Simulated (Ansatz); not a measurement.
With PBEsol in the plane-wave PAW code Ansatz, GaSb in the NiAs type structure (P6_3/mmc) relaxes to a = 3.871 Å, c = 7.148 Å. Ga has 6 nearest neighbours from 2.86 Å (octahedral); Sb has 6 nearest neighbours from 2.86 Å (trigonal prismatic). Against the elements it lies at 0.041 eV/atom, with no fitted shifts.

Electronic character: metallic (no gap). Gap from PBEsol with spin–orbit coupling: none (metallic).

An equation-of-state fit gives a bulk modulus of 62.2 GPa. The highest mode at Γ lies at 132 cm^-1.

The start of the workflow was typed in or built on a structure type; neither database checked (COD, Materials Project) lists it. It is not the phase usual at ambient conditions (space group No. 216). Symmetry was held in the PBEsol relaxation; whether a distortion lowers the energy is not shown. As this level gives no gap, phonon frequencies hold no LO–TO term and depend on the k-mesh and smearing (Fermi–Dirac, 0.1 eV here). The references are the lowest solids computed at this level, not always the standard phases. Spin–orbit coupling is left out wherever it is not named.

Potentials: the earlier of the program's two PAW sets. The files were generated under PBE; for other functionals the program regenerates the frozen cores, and for LDA and PBEsol the local potential too.
